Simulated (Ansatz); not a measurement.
Data:

BaTe:
```yaml
crystal:
  lattice:
    - [0.00000, 3.43307, 3.43307]
    - [3.43307, 0.00000, 3.43307]
    - [3.43307, 3.43307, 0.00000]
  atoms:
    - { symbol: Ba, position: [0.00000, 0.00000, 0.00000] }
    - { symbol: Te, position: [0.50000, 0.50000, 0.50000] }
```

This is the LDA-relaxed structure.

Problem. All from plane-wave PAW LDA (Ansatz code), unless another level is named. Predict the hole effective mass, band 3 of 3 at the edge.

Solution. 0.14 along [100], 0.19 along [110], 0.21 along [111] (mₑ).

Problem. Next, the hole effective mass, band 1 of 3 at the edge?

Solution. 1.2 along [100], 1.2 along [110], 0.51 along [111] (mₑ).

Problem. Next, the electron effective mass?

Solution. 0.25, 0.25, 1.3 mₑ (principal values).

Problem. What about the weight of the conduction-edge state by species (Voronoi cells)?

Solution. Ba 62 %, Te 38 %.

Problem. Next, the valence-band maximum?

Solution. at Γ.

Problem. Predict the weight of the valence-edge state by species (Voronoi cells).

Solution. Te 90 %, Ba 10 %.

Space group Fm-3m (rock salt). The cell was relaxed with LDA under the symmetry of its start; of distortions, only those at the zone centre were tested. Spin–orbit coupling is left out wherever it is not named.

Potentials: the later of the program's two PAW sets.

Edges and masses are those of Kohn–Sham bands, whose gap is no quasiparticle gap.
